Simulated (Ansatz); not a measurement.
Ansatz input file:

```yaml
crystal:
  lattice:
    - [2.1404712469, -3.7084038222, 0.0]
    - [2.1404712469, 3.7084038222, 0.0]
    - [0.0, 0.0, 3.892691349]
  atoms:
    - { symbol: Ba, position: [0.0, 0.0, 0.0] }
basis:
  ecutwfc: 500
kpoints:
  mp_grid: { grid: [12, 12, 12] }
hamiltonian:
  xc: r2scan
scf:
  occupations: { method: gaussian, width: 0.1 }
output:
  forces: true
  stress: true
  eigenvalues: true
  write_density: true
  write_potential: true
  elf: true
  volumetric_format: npy
relax:
  adjacent_minimum: "off"
  f_tol: 0.005
  max_steps: 80
  cell: { stress_tol: 0.05 }
```

Command:
```bash
ansatz run input.yaml --threads 1 --pin off --max-ram 2560MiB --backend cpu --events-out ev --progress --plain --runs-dir out
```

Level of theory: DFT r2SCAN, scalar-relativistic, plane waves, PAW in Ansatz 0.2.0.

Part of what the program printed, abridged (iterations and final results):

```
SCF iter   1: F=—  HF=-5964.266797 eV  |F-HF|=—  |Δ(HF+E_count)|=         —  Δρ=3.83e-3  dr2=2.19e-2  dr2_τ=1.26e-3  ethr=1.77e-3  ⟨swp⟩=7.2  Hψ=25948  notcnv=0
SCF iter   2: F=—  HF=-5964.323555 eV  |F-HF|=—  |Δ(HF+E_count)|=   5.68e-2  Δρ=2.82e-3  dr2=1.37e-2  dr2_τ=1.64e-4  ethr=2.19e-4  ⟨swp⟩=2.3  Hψ=7468  notcnv=0
SCF iter   3: F=—  HF=-5964.320687 eV  |F-HF|=—  |Δ(HF+E_count)|=   2.87e-3  Δρ=5.82e-4  dr2=5.30e-4  dr2_τ=2.19e-5  ethr=1.37e-4  ⟨swp⟩=3.0  Hψ=5158  notcnv=0
SCF iter   4: F=—  HF=-5964.320819 eV  |F-HF|=—  |Δ(HF+E_count)|=   1.33e-4  Δρ=1.04e-4  dr2=3.83e-6  dr2_τ=2.02e-6  ethr=5.30e-6  ⟨swp⟩=2.0  Hψ=3997  notcnv=0
SCF iter   5: F=—  HF=-5964.320834 eV  |F-HF|=—  |Δ(HF+E_count)|=   1.43e-5  Δρ=4.27e-5  dr2=9.87e-7  dr2_τ=7.97e-8  ethr=3.83e-8  ⟨swp⟩=2.0  Hψ=4249  notcnv=0
SCF iter   6: F=-5964.320834 eV  HF=-5964.320834 eV  |F-HF|=1.82e-8  |Δ(HF+E_count)|=   4.60e-7  Δρ=9.07e-6  dr2=6.83e-8  dr2_τ=1.56e-9  ethr=1.00e-9  ⟨swp⟩=7.4  Hψ=22357  notcnv=0
SCF 1 converged in 6 iterations: F = -5964.320834 eV  dr2 = 6.83e-8
relax step   1: F+E_penalty+E_count = -5964.32083413 eV  Δ(F+E_penalty+E_count) = +0.000e0 eV  max|allowed force component| = 0.000e0 eV/Å  Δτ_max = 0.0000 Å  P = +0.008 GPa  Ω = 61.798 Å³  (6 SCF iters, dr2 threshold 1.00e-7 eV, accepted)
Initial density: handed on by an earlier stage of this run
Initial wavefunctions: pseudopotential atomic-orbital guess (no wavefunctions were taken with the density)
SCF iter   1: F=—  HF=-5964.320834 eV  |F-HF|=—  |Δ(HF+E_count)|=         —  Δρ=9.08e-6  dr2=6.85e-8  dr2_τ=1.55e-9  ethr=8.84e-8  ⟨swp⟩=3.1  Hψ=34874  notcnv=0
SCF iter   2: F=—  HF=-5964.320834 eV  |F-HF|=—  |Δ(HF+E_count)|=   1.02e-7  Δρ=4.61e-6  dr2=1.28e-8  dr2_τ=8.13e-10  ethr=6.85e-10  ⟨swp⟩=2.1  Hψ=3498  notcnv=0
SCF iter   3: F=—  HF=-5964.320834 eV  |F-HF|=—  |Δ(HF+E_count)|=   9.12e-9  Δρ=7.69e-7  dr2=3.48e-10  dr2_τ=2.33e-11  ethr=1.28e-10  ⟨swp⟩=2.9  Hψ=4233  notcnv=0
SCF iter   4: F=-5964.320834 eV  HF=-5964.320834 eV  |F-HF|=3.64e-12  |Δ(HF+E_count)|=  4.30e-10  Δρ=6.56e-8  dr2=1.49e-12  dr2_τ=3.08e-13  ethr=1.00e-12  ⟨swp⟩=5.2  Hψ=15009  notcnv=0
SCF 2 converged in 4 iterations: F = -5964.320834 eV  dr2 = 1.49e-12
SCF converged after 4 iterations
Free energy (F): -5964.320834 eV
Harris-Foulkes:  -5964.320834 eV  (|F-HF|=3.64e-12)
Internal energy: -5964.315859 eV  (E = F + TS)
E sigma→0 (E₀):  -5964.318347 eV
Entropy (-TS):   -0.004975 eV (-4.975 meV/atom)
Fermi energy:    6.119552 eV
--- Per-component energies (eV) ---
  E_band       = -90.220397
  E_kinetic    = 166.503188
  E_local      = -378.600095  (includes V_loc(G=0)·N_el)
  E_nonlocal   = 55.850907
  E_hartree    = 119.571143
  E_xc         = -155.229061
  E_vxc        = -144.960020  (∫ρ·V_xc dr)
  E_paw        = -5251.598105  (= ΣΔE_a)
  E_vpaw       = -35.309310  (= ΣTr[D̂ρ^β])
  E_aug_tail   = -0.000001  (compensation charges beyond the density's cutoff)
  E_vtau       = 7.152645  (kinetic-family band-sum trace: ∫τ·v_τ [+ j·A + Jᵃ·Aᵃ] dr)
  E_ewald      = -520.884251
  E_core_change = 0.070416  (= ΣΔE_core)
  E_smearing   = -0.004975  (= −TS)
--- Forces (eV/Å), atoms counted from 1 ---
  atom   1  Ba     0.00000000     0.00000000     0.00000000
--- Stress (GPa, compression-positive) ---
        0.011385       0.000000       0.000000
        0.000000       0.007732       0.000000
        0.000000       0.000000       0.004378
  P = ⅓ Tr σ = 0.0078 GPa (0.078 kbar)
--- Band table (eV; the first three rows and the last of 301) ---
  k-point 0: bands = ["-24.0634", "-8.5895", "-8.5894", "-8.4721", "3.2920", "6.4042", "7.9678", "7.9708", "10.9136"]
  k-point 1: bands = ["-24.0586", "-8.5843", "-8.5842", "-8.5305", "3.4012", "6.5202", "8.0035", "8.0066", "10.9511"]
  k-point 2: bands = ["-24.0454", "-8.6860", "-8.5699", "-8.5698", "3.7040", "6.8280", "8.1055", "8.1086", "10.3725"]
  k-point 300: bands = ["-23.9445", "-9.1604", "-8.9941", "-8.6235", "5.1107", "6.4802", "8.0858", "9.3301", "9.9671"]
--- Relaxed structure (1 steps of the walk, 1 accepted, 1 SCFs on fresh bases) ---
  F+E_penalty+E_count = -5964.32083414 eV   max|allowed force component| = 0.000e0 eV/Å   (the final SCF, on the basis selected at the relaxed cell)
  cell:  # Å, volume = 61.7983 Å³
    - [2.1404712469, -3.7084038222, 0.0]
    - [2.1404712469, 3.7084038222, 0.0]
    - [0.0, 0.0, 3.892691349]
  atoms:
    - { symbol: Ba, position: [0.0, 0.0, 0.0] }
```

The relaxation met its thresholds.